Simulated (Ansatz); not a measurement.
This cell of MoTe₂ (space group P2_1/m) is off equilibrium:

```yaml
crystal:
  lattice:
    - [6.29211, 0.00000, 0.00000]
    - [0.00000, 3.43888, 0.00000]
    - [-0.88906, 0.00000, 13.33711]
  atoms:
    - { symbol: Te, position: [0.55718, 0.26028, 0.34749] }
    - { symbol: Te, position: [0.44282, 0.73972, 0.65251] }
    - { symbol: Te, position: [0.58705, 0.74750, 0.10480] }
    - { symbol: Te, position: [0.41295, 0.25250, 0.89520] }
    - { symbol: Te, position: [0.09494, 0.26454, 0.15307] }
    - { symbol: Te, position: [0.90506, 0.73546, 0.84693] }
    - { symbol: Mo, position: [0.32002, 0.24472, 0.50661] }
    - { symbol: Mo, position: [0.67998, 0.75528, 0.49339] }
    - { symbol: Te, position: [0.05545, 0.75048, 0.39487] }
    - { symbol: Te, position: [0.94455, 0.24952, 0.60513] }
    - { symbol: Mo, position: [0.18171, 0.75693, 0.00789] }
    - { symbol: Mo, position: [0.81829, 0.24307, 0.99211] }
```

Method: LDA (plane waves to 420 eV, PAW, scalar-relativistic; Ansatz, an electronic-structure program). k mesh 6×11×3 (Γ-centred), Fermi-Dirac smearing 0.05 eV. Stress and pressure are positive under compression. With partly filled bands, energies and forces of such displacements shift with the k mesh and the smearing. MoTe2 is run without spin polarisation. MoTe2 was relaxed with its symmetry unable to fall. Spin-orbit coupling is left out, though Te is heavy.

**Question.** Predict the force on every atom, in eV/Å.

**Answer.** 
```
atom      Fx      Fy      Fz
----  ------  ------  ------
Te1   -0.003  -0.157  -0.003
Te2    0.003   0.157   0.003
Te3    0.000   0.038   0.000
Te4    0.000  -0.038   0.000
Te5   -0.004  -0.223   0.006
Te6    0.004   0.223  -0.006
Mo7    0.003   0.061  -0.007
Mo8   -0.003  -0.061   0.007
Te9   -0.001  -0.008   0.000
Te10   0.001   0.008   0.000
Mo11  -0.003  -0.079  -0.013
Mo12   0.003   0.079   0.013
```

**Question.** Give the stress tensor in GPa and the pressure.

**Answer.** 
```
    0.0      0.4      0.0
    0.4      0.0     -0.1
    0.0     -0.1      0.0
```
The pressure, a third of the trace, is 0.0 GPa.

(For displaced atoms, the force is minus the slope of the energy, and its curvature is a force constant, which sets phonon frequencies.)
